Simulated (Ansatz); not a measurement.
SiC (wurtzite)

```xyz
4
Lattice="3.0755 0.0000 0.0000 -1.5377 2.6634 0.0000 0.0000 0.0000 5.0486" Properties=species:S:1:pos:R:3 pbc="T T T"
Si     1.5377     0.8878     0.0025
Si     0.0000     1.7756     2.5268
C      1.5377     0.8878     3.1539
C      0.0000     1.7756     0.6296
```

The volume is varied about the relaxed value V₀ at fixed cell shape. The atoms relax within the cell's symmetry.

Computed with r2SCAN (plane waves to 500 eV, PAW, scalar-relativistic; Ansatz, a first-principles code). k mesh 12×12×7 (Γ-centred), Fermi-Dirac smearing 0.05 eV. The energy includes the smearing's −TS. Stress and pressure are positive under compression. With the shape held, the modulus is that of even scaling; a crystal free to change shape is softer. SiC was relaxed with its symmetry unable to fall. The PAW data are Ansatz's earlier set. ΔE is measured from the relaxed starting cell.

```json
[
 {"V (Å³/atom)": "9.718", "ΔE (meV/atom)": "29.3"},
 {"V (Å³/atom)": "9.873", "ΔE (meV/atom)": "16.1"},
 {"V (Å³/atom)": "10.029", "ΔE (meV/atom)": "7.0"},
 {"V (Å³/atom)": "10.184", "ΔE (meV/atom)": "1.7"},
 {"V (Å³/atom)": "10.339", "ΔE (meV/atom)": "0.0"},
 {"V (Å³/atom)": "10.494", "ΔE (meV/atom)": "1.6"},
 {"V (Å³/atom)": "10.649", "ΔE (meV/atom)": "6.3"},
 {"V (Å³/atom)": "10.804", "ΔE (meV/atom)": "13.8"},
 {"V (Å³/atom)": "10.959", "ΔE (meV/atom)": "withheld"}
]
```

Question: Fit a third-order Birch-Murnaghan form (E₀, V₀, B₀, B₀′ free) to the given rows and predict ΔE at V = 10.959.

Answer: Least squares on the 8 given rows: ΔE = E₀ + (9V₀B₀/16)·y²·[2 + (B₀′ − 4)y], y = (V₀/V)^(2/3) − 1, with V₀ = 10.340 Å³/atom, B₀ = 227.5 GPa (160.2 GPa = 1 eV/Å³; the term in eV is multiplied by 1000), B₀′ = 3.77, E₀ = 0.01 meV/atom; root-mean-square residual 0.02 meV/atom. At 10.959 the fit gives 24.0 meV/atom; the calculation gives 24.1 meV/atom, so the extrapolation is off by -0.1 (-0.4 %). For the pressure the fit gives -11.9 GPa against the computed -11.9 GPa.

(A scan under strain: stresses follow from slopes of the energy per volume, elastic moduli from its curvatures.)
